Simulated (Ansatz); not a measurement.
# Ge (P6_3/mmc), an elastic constant from a strain scan

The calculation used DFT PBEsol, scalar-relativistic, plane waves, PAW (Ansatz). Cutoff 420 eV, Γ-centred 12×12×4 k-points, Gaussian smearing of 0.15 eV. No spin polarisation. Energies are free energies at this smearing, counted from the undisturbed cell; pressure is positive in compression.

Reference structure (relaxed at this level; this form isn't the usual structure):

```xyz
8
Lattice="4.0042 0.0000 0.0000 -2.0021 3.4677 0.0000 0.0000 0.0000 13.1450" Properties=species:S:1:pos:R:3 pbc="T T T"
Ge    0.0000    0.0000    5.3475
Ge    0.0000    0.0000    7.7975
Ge    0.0000    0.0000   11.9200
Ge    0.0000    0.0000    1.2250
Ge    0.0000    2.3118    4.5237
Ge    2.0021    1.1559    8.6213
Ge    2.0021    1.1559   11.0963
Ge    0.0000    2.3118    2.0488
```

The cell is strained by ε times the Voigt pattern (1, -1, 0, 0, 0, 0) (xx, yy, zz, yz, xz, xy; engineering shear) with fractional coordinates fixed. The cell holds 8 atoms in V0 = 182.52 Å³. The stress column is τ = (1/V0) dE/dε, got from the stress tensor σ (compression positive) at each point as −det(1 + εP) σ : P(1 + εP)⁻¹, with P the pattern as a tensor.

```
      ε  ΔE (meV/atom)  τ (GPa)
-0.0600         67.718  -15.632
-0.0450         38.333  -11.859
-0.0300         17.136   -7.976
-0.0150          4.308   -4.023
 0.0000          0.000    0.000
 0.0150          4.345    4.076
 0.0300         17.434    8.186
 0.0450         39.364   12.364
 0.0525         53.705   14.501
 0.0600              ?        ?
```

**Question.** Which combination of elastic constants does this scan measure, and how large is it?

**Answer.** For small ε, τ = τ0 + Kε with K = pᵀCp, which for this pattern is C11 + C22 − 2 C12 in the Cartesian frame shown. The parabola through τ at ε = -0.0150, 0 and 0.0150 has slope K = 270 GPa at zero. The energies per cell, E = NΔE, of the same two points give K = 2[E(ε₊)/ε₊ − E(ε₋)/ε₋]/[(ε₊ − ε₋)V0] = 270 GPa, in agreement. These are clamped-ion values.

**Question.** Predict the withheld row at ε = 0.0600 from the harmonic law, and compare.

**Answer.** ΔE = V0(τ0 ε + Kε²/2)/N = 69.195 meV/atom and τ = 16.20 GPa. The calculation gives 70.352 meV/atom and 16.68 GPa, a miss of 1.7 % of the harmonic energy, so the harmonic law still holds here.

Forces appear on the atoms along this scan, and letting them relax would lower the energy and soften the response. In a metal these slopes depend on the k mesh and the smearing.